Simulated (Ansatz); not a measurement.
V3Re:
```yaml
crystal:
  lattice:
    - [0.00000, 2.99602, 2.99602]
    - [2.99602, 0.00000, 2.99602]
    - [2.99602, 2.99602, 0.00000]
  atoms:
    - { symbol: V, position: [0.75000, 0.75000, 0.75000] }
    - { symbol: V, position: [0.25000, 0.25000, 0.25000] }
    - { symbol: V, position: [0.00000, 0.00000, 0.00000] }
    - { symbol: Re, position: [0.50000, 0.50000, 0.50000] }
```

Relaxed with r²SCAN. Special points in fractions of this cell's reciprocal vectors: Γ (0.000, 0.000, 0.000); X (0.500, 0.000, 0.500); U (0.625, 0.250, 0.625); K (0.375, 0.375, 0.750); L (0.500, 0.500, 0.500); W (0.500, 0.250, 0.750).

Question: List the band energies nearest the Fermi level at these points for plane-wave PAW r²SCAN (Ansatz code).

Answer: In eV from the Fermi level; about four levels below and three above (degenerate sets whole), none deeper than 8.9 eV; points with the same levels are listed once.

```
k                                below                above
-  -----------------------------------  -------------------
Γ  -2.59 -2.59 -2.59 -1.34 -1.34 -1.34       0.09 0.09 0.09
X              -2.23 -2.23 -1.80 -0.75  0.38 0.38 0.66 0.66
U              -1.10 -0.36 -0.24 -0.24       0.15 1.21 1.22
L        -1.61 -1.61 -1.04 -0.92 -0.92  2.57 2.57 2.61 2.61
W              -0.60 -0.56 -0.56 -0.45  1.67 1.76 1.80 1.80
```

Space group Fm-3m. The workflow started from a Materials Project entry (that database holds measured and hypothetical structures alike); the Crystallography Open Database copy checked does not list it. With V and Re taken as one species the cell has the higher symmetry Im-3m, so it may be an ordered model of a mixed-site phase. Its standing as an ambient phase is unchecked. The cell was relaxed with r²SCAN under the symmetry of its start; whether a distortion lowers the energy is not shown. The run is not spin-polarised. Spin–orbit coupling is left out wherever it is not named.

Potentials: the later of the program's two PAW sets.
